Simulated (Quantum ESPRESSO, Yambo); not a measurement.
# CdSe under isotropic strain

```
CdSe
1.0
    0.00000     3.04145     3.04145
    3.04145     0.00000     3.04145
    3.04145     3.04145     0.00000
Se Cd
1 1
Direct
  0.25000   0.25000   0.25000
  0.00000   0.00000   0.00000
```

CdSe (zinc blende, space group F-43m, No. 216) under isotropic strain (on all lattice vectors), counted from the cell relaxed with PBEsol, atoms relaxed at each step. PBE (stringent potentials; pw.x of Quantum ESPRESSO, ONCV potentials, without SOC); G0W0 and BSE in Yambo (4×4×4 Γ-centred k mesh, bands 14 to 259 and a 15 Ry block in the screening, 259 bands in G with the Bruneval-Gonze terminator, plasmon pole fitted at 27.2 eV; BSE 6×6×6 mesh, 3 valence and 4 conduction bands, static screening with 42 bands and a 4 Ry block, scissor from each state's G0W0).

| strain (%) | pressure (GPa) | PBE gap (eV) | kind | G0W0 direct gap (eV) | lowest vertical BSE state (eV) | RPA ε∞ along x |
|---|---|---|---|---|---|---|
| -3 | 9.2 | 0.79 | direct | 1.57 at Γ | not resolved | – |
| -2 | 6.8 | 0.73 | direct | 1.49 at Γ | not resolved | – |
| -1 | 4.6 | 0.67 | direct | 1.42 at Γ | not resolved | – |
| -0.5 | 3.7 | 0.64 | direct | 1.37 at Γ | not resolved | – |
| 0 | 2.8 | 0.61 | direct | 1.33 at Γ | not resolved | – |
| +0.5 | 1.9 | 0.58 | direct | 1.29 at Γ | not resolved | – |
| +1 | 1.2 | 0.55 | direct | 1.26 at Γ | not resolved | – |

Between -0.5 % and +0.5 % the direct gap at Γ has a volume deformation potential dE/dlnV of -2.7 eV in G0W0 and -2.1 eV in PBE.

GW, BSE and RPA settings are held fixed; their convergence isn't established. The pressure is PBE's, so it isn't zero at the PBEsol cell. Strains are linear. The screening block changes size along the series (339 vectors at -3 %, 387 vectors at -2 %, 387 vectors at -1 %, 387 vectors at -0.5 %, 387 vectors at +0 %, 387 vectors at +0.5 %, 411 vectors at +1 %), which puts steps into the G0W0 values. Spin-orbit splittings are left out.
